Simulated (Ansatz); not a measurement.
Formation energy of LaNb2 (C15 type)

```
La Nb
1.0
     0.00000    4.04806    4.04806
     4.04806    0.00000    4.04806
     4.04806    4.04806    0.00000
La Nb
2 4
Direct
  0.12500 0.12500 0.12500
  0.87500 0.87500 0.87500
  0.50000 0.50000 0.50000
  0.50000 0.50000 0.00000
  0.50000 0.00000 0.50000
  0.00000 0.50000 0.50000
```

The cell comes from a relaxation on PAW files under the same functional, begun from a prototype that needn't be the stable phase.

Level of theory: DFT with PBEsol, scalar-relativistic, in Ansatz 0.2.0; a Γ-centred 7×7×7 k mesh, Fermi–Dirac smearing of 0.05 eV, no spin polarisation. LAPW: all electrons, basis error target 1 meV/atom; PAW: frozen-core files, cutoff 420 eV.

The elements are taken as La dhcp, Nb bcc, each relaxed on PAW files under the same functional and computed by the same method as the compound; zero-point and thermal terms are left out.

Spin–orbit coupling is left out, which matters for the heavy atoms. The PAW files were made under PBE.

(1) Give the formation energy by each method, with the residual pressure at this cell and the LAPW gap.

(2) Give the LAPW value for one formula unit in kJ/mol.

(3) What Bader charges does the PAW density give?

Answers

(1) 

| method | ΔE(formation) (eV/atom) | P at this cell (GPa) | gap (eV) |
| --- | --- | --- | --- |
| LAPW | 0.297 | 0.03 | 0.00 |
| PAW | 0.296 | 0.01 | – |

(2) 0.297 eV/atom × 3 atoms × 96.485 kJ/(mol·eV) = 86.0 kJ/mol, at zero temperature and without zero-point motion.

(3) La1 +0.66 e, Nb3 -0.33 e.
